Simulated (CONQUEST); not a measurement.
Consider a self-consistent single point of AlGaN2 (P-4m2, 4 atoms in the cell; from Materials Project mp-1008556, changed as shown).

```
CELL_PARAMETERS angstrom
      3.07806     0.00000     0.00000
      0.00000     3.07806     0.00000
      0.00000     0.00000     4.33536
ATOMIC_POSITIONS crystal
  Al 0.50000 0.50000 0.50000
  Ga 0.00000 0.00000 0.00000
  N  0.50000 0.00000 0.73826
  N  0.00000 0.50000 0.26174
```

Level of theory: LDA (PW92), numerical atomic orbitals double-zeta with polarisation (the shipped basis), PseudoDojo norm-conserving potentials made for LDA (CONQUEST 1.3).

CONQUEST settings:

```
key                                             value
---------------------  ------------------------------
basis                                             DZP
Diag.MPMeshX, Y, Z                            10 10 6
potentials             PseudoDojo norm-conserving LDA
Grid.GridCutoff                                175 Ha
DM.SolutionMethod                              diagon
Diag.kT                                     0.0001 Ha
Diag.GammaCentred                                true
minE.SCTolerance                              1.0e-07
SC.MaxIters                                       100
SC.LinearMixingFactor                             0.3
SC.KerkerPreCondition                            true
SC.KerkerFactor                            0.1 1/bohr
AtomMove.TypeOfRun                             static
```

Question: Estimate, at this level of theory: gap on the k-point mesh and pressure.

Answer: The run gave:

```
Property                     Value
-----------------------  ---------
Gap on the k-point mesh    3.26 eV
Pressure                 10.32 GPa
```

Gaps are taken between levels on the mesh.

For comparison: a first run was changed to give this one (lattice scaled by 0.98), and from it to this one the free energy goes up by 16.0 meV/atom, the pressure goes from -2.06 to 10.32 GPa and the gap on the mesh goes from 3.029 to 3.259 eV.

The program uses no crystal symmetry, so grid and mesh can part values that symmetry would make equal. The atom-centred basis is finite, which shifts total energies, pressures and gaps against plane waves. The structure comes from a collection of computed structures, made at another level of theory; the collection holds predicted forms beside known ones.

Cost on one core: about 7 core-minutes (a rough figure).
